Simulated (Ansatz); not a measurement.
A geometry of Sr away from equilibrium: the start of the relaxation of a relaxed Sr cell shaken by Gaussian noise of σ = 0.08 Å a coordinate. The numbers are results of PBEsol (plane waves to 420 eV, PAW, scalar-relativistic; Ansatz, a program for electronic structure), not measurements. Γ-centred k-mesh 5×5×5 on the run's cell (coarser than for final values), Fermi–Dirac smearing 0.05 eV.

```xyz
8
Lattice="7.4865 0.0000 0.0000 0.0000 7.4865 0.0000 0.0000 0.0000 7.4865" Properties=species:S:1:pos:R:3:forces:R:3 pbc="T T T" free_energy=-27937.512 pressure_GPa=0.1
Sr     1.8139    -0.0515     3.7863    0.4199    0.0749   -0.0992
Sr     5.7044    -0.0909     3.8129   -0.3861    0.1169   -0.1193
Sr    -0.0032     3.7602     1.9280    0.0373   -0.0701    0.1070
Sr    -0.0714     3.7657     5.7311    0.1162   -0.0742   -0.2400
Sr     3.8404     1.7419    -0.1430   -0.0476    0.3395    0.1390
Sr     3.8443     5.5950     0.1044   -0.0605   -0.2355   -0.1189
Sr     0.0997    -0.0246    -0.0580   -0.0269    0.0399    0.2241
Sr     3.7488     3.7877     3.7033   -0.0523   -0.1916    0.1072
```

Positions in Å, forces in eV/Å, free energy of the cell in eV (comparable only within this code, potentials and settings). Largest force: 0.44 eV/Å, on Sr1 (atoms numbered as listed); the geometry lies 0.01 eV/atom above the end of its relaxation.

No spin polarisation in the result.

The end of the path is a generated cell of Sr: the first start was made by placing the elements on the sites of a structure type, and the end was not matched to a known phase here, so it may be hypothetical. Known forms of Sr include space group No. 225.
